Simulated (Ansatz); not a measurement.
Crystals of one structure type (zinc blende), relaxed and computed with HSE06 in the plane-wave PAW code Ansatz.

```json
[
 {"crystal": "BN", "a (Å)": "?", "gap (eV)": "?", "B₀ by P(V) fit (GPa)": "?"},
 {"crystal": "AlN", "a (Å)": "4.365", "gap (eV)": "4.56", "B₀ by P(V) fit (GPa)": "212"},
 {"crystal": "BP", "a (Å)": "4.524", "gap (eV)": "1.95", "B₀ by P(V) fit (GPa)": "174"},
 {"crystal": "GaN", "a (Å)": "4.498", "gap (eV)": "3.00", "B₀ by P(V) fit (GPa)": "198"}
]
```

Task: What belongs in the gaps?

Result: 
- BN, a (Å): 3.596
- BN, gap (eV): 5.80
- BN, B₀ by P(V) fit (GPa): 403

All cells were relaxed under the symmetry of their starts (and spin orders); stability against distortions was not tested throughout. Spin–orbit coupling is left out wherever it is not named.

Potentials: the earlier of the program's two PAW sets.
